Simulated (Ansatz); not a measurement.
# Phonon dispersion of Si

These are results of DFT PBE, scalar-relativistic, plane waves, PAW (Ansatz), not measurements. Plane waves to 420 eV; Γ-centred k mesh 8×8×8; fixed occupations. No spin polarisation. Phonons by linear response, acoustic sum rule imposed.

Equilibrium structure at this level:
```
Si
1.0
     0.00000    2.73521    2.73521
     2.73521    0.00000    2.73521
     2.73521    2.73521    0.00000
Si
2
Direct
  0.25000 0.25000 0.25000
  0.00000 0.00000 0.00000
```

It comes from a database structure that was distorted and then relaxed.

Force constants from linear response on a 4×4×4 q mesh.

Question: Is the structure dynamically stable on the q mesh?

Answer: Yes, on this mesh: no mode is imaginary.

Question: Give the frequencies (cm⁻¹) at the zone-boundary points of high symmetry (interpolated where a point lies off the q mesh).

Answer:
```
point                  q              frequencies
    X  0.500 0.000 0.500  146 146 401 401 446 446
    U  0.625 0.250 0.625  156 204 353 362 446 464
    K  0.375 0.375 0.750  156 204 353 362 446 464
    L  0.500 0.500 0.500  111 111 370 399 477 477
    W  0.500 0.250 0.750  201 201 345 345 452 452
```
